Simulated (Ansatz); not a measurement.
**Elastic constants of CdC$_{2}$ at 6 GPa (stress–strain coefficients): input and output**

Computed with DFT PBE, scalar-relativistic, plane waves, PAW (Ansatz 0.2.0).

Launched with:
```bash
ansatz run input.yaml --threads 1 --pin off --max-ram 3072MiB --backend cpu --events-out ev --progress --plain --runs-dir out
```

Input (bare energies are in eV):
```yaml
crystal:
  lattice:
    - [-1.6993966335, 2.3050066693, 2.5266411587]
    - [1.6993966335, -2.3050066693, 2.5266411587]
    - [1.6993966335, 2.3050066693, -2.5266411587]
  atoms:
    - { symbol: Cd, position: [0.0, 0.0, 0.0] }
    - { symbol: C, position: [0.363580463, 0.5, 0.863580463] }
    - { symbol: C, position: [0.636419537, 0.5, 0.136419537] }
basis:
  ecutwfc: 420
kpoints:
  mp_grid: { grid: [10, 10, 10] }
hamiltonian:
  xc: pbe
scf:
  occupations: { method: fixed }
output:
  forces: true
  stress: true
  eigenvalues: true
elastic:
  mode: relaxed_ion
  stencil: two_point
```

From the output:
```
--- Elastic constants: 6 strain directions × 2 members + reference (group order 8) ---
  dense FFT box of the reference and of every strained cell: 27×27×27
  strains applied: 11, 22, 33, 23, 13, 12; error gains: componentwise 1.00 (the most a stress slope's error grows in a printed constant), spectral 1.00 (1 for all six strains in a standard setting)
  C = ∂σ_k/∂η_j (tension-positive GPa; Voigt order 11 22 33 23 13 12):
       157.592     96.917     53.348     -0.000      0.000      0.000
        96.913    232.176     59.014      0.000      0.000     -0.000
        53.316     58.988    156.326     -0.000      0.000     -0.000
        -0.000      0.000     -0.000     14.761      0.000      0.000
         0.000      0.000     -0.000      0.000     31.103      0.000
        -0.000     -0.000      0.000      0.000     -0.000     41.531
  reference stress σ⁰ (GPa):     -5.999     -6.000     -5.998      0.000     -0.000     -0.000
  C* (energy form; C + prestress term) asymmetry max|C*_kj − C*_jk| = 3.044e-2 GPa — a small one proves nothing (zero by symmetry where the batch's group is 432, −43m or m−3m); a large one is finite-difference/SCF noise where every solve ...
  moduli (Voigt/Reuss/Hill, GPa): K = 107.18/100.88/104.03   G = 39.94/30.83/35.38   E = 95.34   ν = 0.347
  mechanically stable: yes (min eigenvalue of sym C = 14.76 GPa)
  the stresses are not corrected for the forces that the relaxations left standing (`elastic.f_tol`)
  strain η (Voigt 11):  stress-route row diagonal C_11 = 157.59 GPa, energy-path curvature d²(F+E_count+ΔE)/dδ²/Ω₀ = 157.61 GPa
         δ    σ_11 (GPa) F (eV) n_scf n_hpsi n_pw
    -2.000e-3      -6.3160       -8752.8481496       4   38292    793   relax 3 steps, max|allowed force component| 1.91e-6 eV/Å
     2.000e-3      -5.6856       -8752.8540642       4   37908    803   relax 2 steps, max|allowed force component| 2.86e-5 eV/Å
  strain η (Voigt 22):  stress-route row diagonal C_22 = 232.18 GPa, energy-path curvature d²(F+E_count+ΔE)/dδ²/Ω₀ = 232.32 GPa
         δ    σ_22 (GPa) F (eV) n_scf n_hpsi n_pw
    -2.000e-3      -6.4671       -8752.8481124       4   38918    799   relax 5 steps, max|allowed force component| 1.47e-7 eV/Å
     2.000e-3      -5.5384       -8752.8540218       4   38049    801   relax 3 steps, max|allowed force component| 1.04e-5 eV/Å
  strain η (Voigt 33):  stress-route row diagonal C_33 = 156.33 GPa, energy-path curvature d²(F+E_count+ΔE)/dδ²/Ω₀ = 156.15 GPa
         δ    σ_33 (GPa) F (eV) n_scf n_hpsi n_pw
    -2.000e-3      -6.3135       -8752.8481374       4   38190    799   relax 3 steps, max|allowed force component| 9.99e-8 eV/Å
     2.000e-3      -5.6882       -8752.8540539       4   38812    803   relax 3 steps, max|allowed force component| 6.66e-8 eV/Å
  strain η (Voigt 23):  stress-route row diagonal C_44 = 14.76 GPa, energy-path curvature d²(F+E_count+ΔE)/dδ²/Ω₀ = 17.89 GPa
         δ    σ_23 (GPa) F (eV) n_scf n_hpsi n_pw
    -2.000e-3      -0.0295       -8752.8511641       4   62613    799   relax 6 steps, max|allowed force component| 6.29e-6 eV/Å
     2.000e-3       0.0295       -8752.8511641       4   62497    799   relax 6 steps, max|allowed force component| 6.29e-6 eV/Å
  strain η (Voigt 13):  stress-route row diagonal C_55 = 31.10 GPa, energy-path curvature d²(F+E_count+ΔE)/dδ²/Ω₀ = 34.15 GPa
         δ    σ_13 (GPa) F (eV) n_scf n_hpsi n_pw
    -2.000e-3      -0.0622       -8752.8511573       4   62835    801   relax 1 steps, max|allowed force component| 3.92e-5 eV/Å
     2.000e-3       0.0622       -8752.8511573       4   62897    801   relax 1 steps, max|allowed force component| 3.92e-5 eV/Å
  strain η (Voigt 12):  stress-route row diagonal C_66 = 41.53 GPa, energy-path curvature d²(F+E_count+ΔE)/dδ²/Ω₀ = 44.59 GPa
         δ    σ_12 (GPa) F (eV) n_scf n_hpsi n_pw
    -2.000e-3      -0.0831       -8752.8511599       4   64397    799   relax 4 steps, max|allowed force component| 2.84e-5 eV/Å
     2.000e-3       0.0831       -8752.8511599       4   64359    799   relax 4 steps, max|allowed force component| 2.83e-5 eV/Å
```

It took 2.9 min on 1 thread of Intel(R) Xeon(R) 6975P-C (Granite Rapids) (shared host), peak memory 0.54 GiB.

The cell was built by swapping an element in a database structure (itself possibly hypothetical) and relaxing; it need not be the stable form of this composition.